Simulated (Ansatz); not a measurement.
# Calculated Mg-25 NMR of the central transition for RbMgPO4

Cell: a computed structure from the Materials Project (it need not be an observed phase).

Space group Pnma (No. 62); a = 8.9202, b = 5.5167, c = 9.9271 Å.

| site | Wyckoff | site symmetry | x | y | z |
| --- | --- | --- | --- | --- | --- |
| Rb | 4c | .m. | 0.0011 | 0.2500 | 0.3189 |
| Mg | 4c | .m. | 0.3253 | 0.2500 | 0.5815 |
| P | 4c | .m. | 0.2874 | 0.7500 | 0.4149 |
| O13 | 4c | .m. | 0.2235 | 0.7500 | 0.2704 |
| O17 | 4c | .m. | 0.4599 | 0.7500 | 0.4115 |
| O21 | 8d | 1 | 0.2286 | 0.9784 | 0.4903 |

One atom of each set is listed.

All values are calculated (Ansatz; DFT, PBE, plane waves and PAW, scalar-relativistic, 420 eV cutoff, Γ-centred 3×5×3 k-points, Fermi–Dirac smearing 0.02 eV), not measured.

Mg-25 has I = 5/2 and Q = 199.4 mb (Pyykkö 2018); at 35.2 T its Larmor frequency is ν₀ = 91.8 MHz. Only the quadrupole interaction is simulated: positions count from each site's isotropic chemical shift, and J coupling is left out, as are shift anisotropy and dipolar coupling, which fast spinning averages.

Q: Simulate the second-order pattern (fast magic-angle spinning, Gaussian broadening 0.1 kHz) of site Mg (4 O at 1.92–1.95 Å).

A: The calculation gives C_Q = -4.42 MHz and η = 0.26, so ν_Q = 0.663 MHz and the centre of gravity lies at -14.2 ppm (-1.31 kHz).

(offset (kHz), height): (-3.362, 0), (-3.219, 5), (-3.077, 8), (-2.934, 9), (-2.792, 9), (-2.649, 10), (-2.506, 10), (-2.364, 12), (-2.221, 38), (-2.079, 53), (-1.936, 79), (-1.794, 96), (-1.651, 72), (-1.509, 65), (-1.366, 63), (-1.224, 63), (-1.081, 67), (-0.939, 75), (-0.796, 100), (-0.654, 99), (-0.511, 73), (-0.369, 62), (-0.226, 21), (-0.084, 0)
